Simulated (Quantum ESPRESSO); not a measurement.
# Si7P: input and log of a self-consistent run

Computed values, not a measurement. The program is pw.x of Quantum ESPRESSO 7.5 (plane-wave density functional theory). The cell is made up: 8 atoms on a zincblende/diamond lattice, with randomly drawn elements, strain and displacements, not relaxed. PseudoDojo standard norm-conserving files (v0.5 for PBE, v0.4.1 for LDA and PBEsol) set the functional; there is no spin polarisation, spin-orbit coupling or dispersion term, and the masses in the input are unused placeholders. A spin-polarised start on this cell or one of its family kept no moment.

Input:

```
&control calculation='scf', pseudo_dir='./dojo.nc.sr.pbe.v0_5.standard.upf', outdir='./o', disk_io='medium', tprnfor=.true., tstress=.true. /
&system ibrav=0, nat=8, ntyp=2, nbnd=27, ecutwfc=44.02568797, nosym=.true., tot_charge=0,
 occupations='smearing', smearing='fd', degauss=0.0073498644
/
&electrons conv_thr=7.350e-09, electron_maxstep=60, /
ATOMIC_SPECIES
P 1.0 P.upf
Si 1.0 Si.upf
CELL_PARAMETERS angstrom
5.6517 -0.0061 0.0619
-0.0061 5.5794 0.0073
0.0619 0.0073 5.5112
ATOMIC_POSITIONS angstrom
Si 0.0088 0.0162 -0.0961
P 0.0022 2.7429 2.791
Si 2.8682 -0.0075 2.7781
Si 2.8099 2.8136 -0.0054
Si 1.4552 1.3606 1.3398
Si 1.4922 4.2113 4.2046
Si 4.2487 1.3687 4.2304
Si 4.2382 4.1969 1.4938
K_POINTS automatic
6 6 6 1 1 1
```

The log is shortened where brackets say so; the opening notice, blank lines, dates and the lines on written files are dropped, and the path of the files is cut. It prints rydbergs, bohrs and kilobars, and counts compression as positive stress.

```
     Program PWSCF v.7.5
     Parallel version (MPI & OpenMP), running on       1 processor cores
     Number of MPI processes:                 1
     Threads/MPI process:                     1
     [start-up lines left out]
     bravais-lattice index     =            0
     lattice parameter (alat)  =      10.6808  a.u.
     unit-cell volume          =    1172.6129 (a.u.)^3
     number of atoms/cell      =            8
     number of atomic types    =            2
     number of electrons       =        33.00
     number of Kohn-Sham states=           27
     kinetic-energy cutoff     =      44.0257  Ry
     charge density cutoff     =     176.1028  Ry
     scf convergence threshold =      7.3E-09
     mixing beta               =       0.7000
     number of iterations used =            8  plain     mixing
     Exchange-correlation= PBE
                           (   1   4   3   4   0   0   0)
     [axes and pseudopotential details left out]
   Cartesian axes
     site n.     atom                  positions (alat units)
         1        Si     tau(   1) = (   0.0015570   0.0028662  -0.0170027  )
         2        P      tau(   2) = (   0.0003892   0.4852936   0.4938038  )
         3        Si     tau(   3) = (   0.5074626  -0.0013270   0.4915214  )
         4        Si     tau(   4) = (   0.4971477   0.4978024  -0.0009554  )
         5        Si     tau(   5) = (   0.2574645   0.2407271   0.2370471  )
         6        Si     tau(   6) = (   0.2640108   0.7450935   0.7439081  )
         7        Si     tau(   7) = (   0.7517106   0.2421603   0.7484728  )
         8        Si     tau(   8) = (   0.7498529   0.7425458   0.2642938  )
     number of k points=   108  Fermi-Dirac smearing, width (Ry)=  0.0073
     Number of k-points >= 100: set verbosity='high' to print them.
     Dense  grid:    46277 G-vectors     FFT dimensions: (  45,  45,  45)
     Estimated max dynamical RAM per process >      53.86 MB
     Initial potential from superposition of free atoms
     starting charge      32.9956, renormalised to      33.0000
     Starting wfcs are   32 randomized atomic wfcs
     total cpu time spent up to now is        7.8 secs
     per-process dynamical memory:    47.0 Mb
     Self-consistent Calculation
     iteration #  1     ecut=    44.03 Ry     beta= 0.70
     Davidson diagonalization with overlap
     ethr =  1.00E-02,  avg # of iterations =  4.1
     Threshold (ethr) on eigenvalues was too large:
     Diagonalizing with lowered threshold
     Davidson diagonalization with overlap
     ethr =  5.06E-04,  avg # of iterations =  5.3
     total cpu time spent up to now is       51.0 secs
     total energy              =     -73.02170011 Ry
     estimated scf accuracy    <       0.18529725 Ry
     iteration #  2     ecut=    44.03 Ry     beta= 0.70
     Davidson diagonalization with overlap
     ethr =  5.62E-04,  avg # of iterations =  1.9
     total cpu time spent up to now is       69.8 secs
     total energy              =     -73.02566945 Ry
     estimated scf accuracy    <       0.02688195 Ry
     iteration #  3     ecut=    44.03 Ry     beta= 0.70
     Davidson diagonalization with overlap
     c_bands:  1 eigenvalues not converged
     c_bands:  1 eigenvalues not converged
     c_bands:  1 eigenvalues not converged
     c_bands:  1 eigenvalues not converged
     ethr =  8.15E-05,  avg # of iterations =  7.3
     total cpu time spent up to now is      107.2 secs
     total energy              =     -73.02956683 Ry
     estimated scf accuracy    <       0.02942248 Ry
     iteration #  4     ecut=    44.03 Ry     beta= 0.70
     Davidson diagonalization with overlap
     ethr =  8.15E-05,  avg # of iterations =  2.7
     total cpu time spent up to now is      132.3 secs
     total energy              =     -73.03549349 Ry
     estimated scf accuracy    <       0.00040081 Ry
     iteration #  5     ecut=    44.03 Ry     beta= 0.70
     Davidson diagonalization with overlap
     c_bands:  1 eigenvalues not converged
     c_bands:  1 eigenvalues not converged
     c_bands:  1 eigenvalues not converged
     c_bands:  1 eigenvalues not converged
     c_bands:  1 eigenvalues not converged
     c_bands:  1 eigenvalues not converged
     c_bands:  1 eigenvalues not converged
     c_bands:  1 eigenvalues not converged
     c_bands:  1 eigenvalues not converged
     c_bands:  1 eigenvalues not converged
     c_bands:  1 eigenvalues not converged
     c_bands:  1 eigenvalues not converged
     c_bands:  1 eigenvalues not converged
     c_bands:  1 eigenvalues not converged
     c_bands:  1 eigenvalues not converged
     c_bands:  1 eigenvalues not converged
     ethr =  1.21E-06,  avg # of iterations = 13.2
     total cpu time spent up to now is      164.4 secs
     total energy              =     -73.03562584 Ry
     estimated scf accuracy    <       0.00004594 Ry
     iteration #  6     ecut=    44.03 Ry     beta= 0.70
     Davidson diagonalization with overlap
     ethr =  1.39E-07,  avg # of iterations =  2.3
     total cpu time spent up to now is      183.4 secs
     total energy              =     -73.03563595 Ry
     estimated scf accuracy    <       0.00000883 Ry
     iteration #  7     ecut=    44.03 Ry     beta= 0.70
     Davidson diagonalization with overlap
     ethr =  2.68E-08,  avg # of iterations =  2.0
     total cpu time spent up to now is      201.7 secs
     total energy              =     -73.03563786 Ry
     estimated scf accuracy    <       0.00000011 Ry
     iteration #  8     ecut=    44.03 Ry     beta= 0.70
     Davidson diagonalization with overlap
     ethr =  3.19E-10,  avg # of iterations =  4.4
     total cpu time spent up to now is      224.2 secs
     total energy              =     -73.03563795 Ry
     estimated scf accuracy    <       0.00000009 Ry
     iteration #  9     ecut=    44.03 Ry     beta= 0.70
     Davidson diagonalization with overlap
     ethr =  2.66E-10,  avg # of iterations =  2.0
     total cpu time spent up to now is      246.3 secs
     total energy              =     -73.03563797 Ry
     estimated scf accuracy    <       0.00000001 Ry
     iteration # 10     ecut=    44.03 Ry     beta= 0.70
     Davidson diagonalization with overlap
     ethr =  3.05E-11,  avg # of iterations =  2.0
     total cpu time spent up to now is      265.7 secs
     End of self-consistent calculation
     Number of k-points >= 100: set verbosity='high' to print the bands.
     the Fermi energy is     6.4123 ev
!    total energy              =     -73.03563797 Ry
     estimated scf accuracy    <          3.0E-10 Ry
     smearing contrib. (-TS)   =      -0.00574110 Ry
     internal energy E=F+TS    =     -73.02989687 Ry
     The total energy is F=E-TS. E is the sum of the following terms:
     one-electron contribution =      16.56140108 Ry
     hartree contribution      =       5.51489330 Ry
     xc contribution           =     -25.32839905 Ry
     ewald contribution        =     -69.77779220 Ry
     convergence has been achieved in  10 iterations
     Forces acting on atoms (cartesian axes, Ry/au):
     atom    1 type  2   force =    -0.00730625   -0.00662198    0.04840758
     atom    2 type  1   force =     0.01150510    0.01238303   -0.00532611
     atom    3 type  2   force =    -0.01125973    0.01542882    0.00966570
     atom    4 type  2   force =     0.01324309    0.00427970    0.03265571
     atom    5 type  2   force =    -0.00825764   -0.00253678    0.00438986
     atom    6 type  2   force =    -0.00572213   -0.00883925   -0.02948619
     atom    7 type  2   force =    -0.00608249    0.00087650   -0.02363894
     atom    8 type  2   force =     0.01388005   -0.01497003   -0.03666761
     Total force =     0.088910     Total SCF correction =     0.000014
     Computing stress (Cartesian axis) and pressure
          total   stress  (Ry/bohr**3)                   (kbar)     P=      -55.17
  -0.00041127  -0.00010610  -0.00009446          -60.50      -15.61      -13.90
  -0.00010610  -0.00036439   0.00000317          -15.61      -53.60        0.47
  -0.00009446   0.00000317  -0.00034955          -13.90        0.47      -51.42
     init_run     :      7.59s CPU      7.72s WALL (       1 calls)
     electrons    :    248.64s CPU    257.95s WALL (       1 calls)
     forces       :      3.42s CPU      3.45s WALL (       1 calls)
     stress       :     12.76s CPU     12.83s WALL (       1 calls)
     [timing details left out]
     PWSCF        :   4m32.50s CPU   4m42.17s WALL
     JOB DONE.
```

In other units: free energy -993.700 eV for the cell, pressure -5.52 GPa, largest force component 1.245 eV/Å. A rerun of this cell at 838 eV and a 8 x 8 x 8 mesh moved values by no more than 0.002 eV in energy, 0.10 GPa in stress and 0.012 eV/Å in force.